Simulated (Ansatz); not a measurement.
Bulk crystal (Au) after relaxation:

```cif
data_structure
_symmetry_space_group_name_H-M 'P 1'
_symmetry_Int_Tables_number 1
_cell_length_a 2.8903
_cell_length_b 2.8903
_cell_length_c 4.8647
_cell_angle_alpha 90.000
_cell_angle_beta 90.000
_cell_angle_gamma 120.000
_cell_volume 35.19
loop_
_atom_site_label
_atom_site_type_symbol
_atom_site_fract_x
_atom_site_fract_y
_atom_site_fract_z
_atom_site_occupancy
Au1 Au 0.33333 0.66667 0.75000 1
Au2 Au 0.66667 0.33333 0.25000 1
```

Miller indices refer to the conventional cell of P6_3/mmc (No. 194), a = 2.890 Å, b = 2.890 Å, c = 4.865 Å, α = 90.00°, β = 90.00°, γ = 120.00°.

The (001) slab of 6 planes, 12.2 Å thick with 15 Å of vacuum as cut; outer planes Au (top) and Au (bottom).

Level of theory: DFT r2SCAN, scalar-relativistic, plane waves, PAW (Ansatz 0.2.0). Cutoff 500 eV; k points 12×12×1 on the computed 6-atom cell (Γ-centred); Gaussian smearing, width 0.10 eV; no spin polarisation. A dipole correction removes the field between periodic images along c.

With the atoms at the bulk's places:

```json
{
  "Surface energy (mean of both faces)": "0.81 J/m²",
  "Work function": "5.17 eV"
}
```

(1) What changes when all atoms relax within this surface cell and its symmetry?

Spin-orbit coupling is left out, which matters for the bands of heavy elements.

Answers

(1) The energy falls by 0.007 J/m² a face, and the largest move is 0.03 Å.

* Surface energy (mean of both faces): 0.80 J/m²
* Work function: 5.20 eV

```json
{"plane (bottom to top)": "1", "atoms": "Au", "spacing to next, bulk (Å)": "2.432", "relaxed (Å)": "2.466", "change (%)": "+1.4"}
{"plane (bottom to top)": "2", "atoms": "Au", "spacing to next, bulk (Å)": "2.432", "relaxed (Å)": "2.410", "change (%)": "-0.9"}
{"plane (bottom to top)": "3", "atoms": "Au", "spacing to next, bulk (Å)": "2.432", "relaxed (Å)": "2.415", "change (%)": "-0.7"}
{"plane (bottom to top)": "4", "atoms": "Au", "spacing to next, bulk (Å)": "2.432", "relaxed (Å)": "2.410", "change (%)": "-0.9"}
{"plane (bottom to top)": "5", "atoms": "Au", "spacing to next, bulk (Å)": "2.432", "relaxed (Å)": "2.466", "change (%)": "+1.4"}
{"plane (bottom to top)": "6", "atoms": "Au", "spacing to next, bulk (Å)": "", "relaxed (Å)": "", "change (%)": ""}
```

The reference crystal is a form of Au, which isn't its usual structure.